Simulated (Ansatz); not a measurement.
Here is the system:

Nb:
```
CELL_PARAMETERS angstrom
     -1.65107     1.65107     1.65107
      1.65107    -1.65107     1.65107
      1.65107     1.65107    -1.65107
ATOMIC_POSITIONS crystal
  Nb 0.00000 0.00000 0.00000
```

This is the r²SCAN-relaxed structure.

Q: All from r²SCAN (plane waves, PAW; program Ansatz), unless another level is named. Predict the density of states at the Fermi level.

A: 1.4 states/eV per atom (mean over ±0.08 eV).

Q: Predict the gap with spin–orbit coupling.

A: none (metallic).

Space group Im-3m (bcc (W type)). The r²SCAN relaxation kept the symmetry of its start. No spin polarisation was allowed. Spin–orbit coupling is left out wherever it is not named.

Potentials: the later of the program's two PAW sets.
